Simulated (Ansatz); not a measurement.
BaTiO3 (cubic perovskite, Pm-3m) under volume change, plane-wave PAW PBEsol (Ansatz code), scaled uniformly.

```
V (Å³/atom)  E − E(relaxed) (meV/atom)  P (GPa)
-----------  -------------------------  -------
11.387                            67.8    20.99
11.762                            28.3    12.81
12.138                             [?]      [?]
12.513                             0.0    -0.01
12.888                             6.0    -4.99
13.264                            22.9    -9.21
13.639                             [?]      [?]
```

Problem. Some entries are withheld; supply them.

Solution. 
- 12.138, E − E(relaxed) (meV/atom): 6.8
- 12.138, P (GPa): 5.87
- 13.639, E − E(relaxed) (meV/atom): 48.7
- 13.639, P (GPa): -12.79

Problem. What does a third-order Birch–Murnaghan fit give for V₀, B₀ and B′?

Solution. V₀ = 12.51 Å³/atom, B₀ = 180 GPa, B′ = 4.5.

This is a known high-temperature phase of the composition, computed here at zero pressure and temperature. Symmetry was held in the PBEsol relaxation; whether a distortion lowers the energy is not shown. No spin polarisation was allowed. Scalar-relativistic: spin–orbit coupling is off unless named, which matters more the heavier the elements.

Potentials: the later of the program's two PAW sets.
